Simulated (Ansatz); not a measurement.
GaSb (zinc blende), relaxed with r²SCAN (Ansatz, a first-principles code, plane waves, PAW): a = 6.131 Å, b = 6.131 Å, c = 6.131 Å, α = 90.00°, β = 90.00°, γ = 90.00°.

- gap (eV): 0.42
- ΔH_f (eV/atom): -0.23
- B₀ by P(V) fit (GPa): 52.9

Question: The same phase is relaxed and computed with PBE in the same code. What are the cell and these values now?

Answer: a = 6.214 Å, b = 6.214 Å, c = 6.214 Å, α = 90.00°, β = 90.00°, γ = 90.00°.

* **gap (eV)**: none
* **ΔH_f (eV/atom)**: -0.17
* **B₀ by P(V) fit (GPa)**: 44.6

All cells were relaxed under the symmetry of their starts (and spin orders); stability against distortions was not tested throughout. Spin–orbit coupling is left out wherever it is not named.

Potentials: the later of the program's two PAW sets.

Ansatz is a plane-wave DFT program.

Formation energies count from the lowest solids of the elements computed at the same level, not from gases.
